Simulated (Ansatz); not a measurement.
# Mo2N, first-principles data

Mo2N:
```
Mo2N
1.0
    1.43973     0.83123     4.99524
   -1.43973     0.83123     4.99524
    0.00000    -1.66246     4.99524
Mo N
2 1
Direct
  0.24286   0.24286   0.24286
  0.75714   0.75714   0.75714
  0.00000   0.00000   0.00000
```

Space group R-3m (No. 166); conventional cell a = 2.879 Å, b = 2.879 Å, c = 14.986 Å, α = 90.00°, β = 90.00°, γ = 120.00°.

Method: the program Ansatz at the r²SCAN level (PAW). Geometry: relaxed at this level of theory. Other levels are named where they apply.

### Cell and energy

Volume per atom: 11.96 Å³
Density: 9.53 g/cm³
Formation energy from the elements (no fitted shifts): -0.30 eV/atom

### Electronic structure

* **Electronic character**: metallic (no gap)
* **Density of states at the Fermi level**: 0.53 states/eV per atom (mean over ±0.08 eV)
* **Gap with spin–orbit coupling**: none (metallic)

### Mechanics

- Bulk modulus (Birch–Murnaghan fit): 323 GPa
- Pressure derivative B′: 4.4

### Phonons

* **Highest zone-centre frequency**: 623 cm^-1
* **Zone-centre stability**: no imaginary mode at Γ

### Charges

- Bader charges: Mo +0.73, N -1.45 e

The first step of the workflow began from a Materials Project structure, measured or hypothetical; the Crystallography Open Database copy checked does not list it. COD files the formula under space group No. 141. Its standing as an ambient phase is unchecked. The r²SCAN relaxation kept the symmetry of its start. The run is not spin-polarised. With an odd number of electrons in the cell and no spin polarisation, the count alone makes it a metal. As this level gives no gap, phonon frequencies hold no LO–TO term and depend on the k-mesh and smearing (Fermi–Dirac, 0.1 eV here). The references are the lowest solids computed at this level, not always the standard phases (solids in place of the gases). Scalar-relativistic: spin–orbit coupling is off unless named, which matters more the heavier the elements.

Potentials: the earlier of the program's two PAW sets. The files were generated under PBE; for other functionals the program regenerates the frozen cores, and for LDA and PBEsol the local potential too.
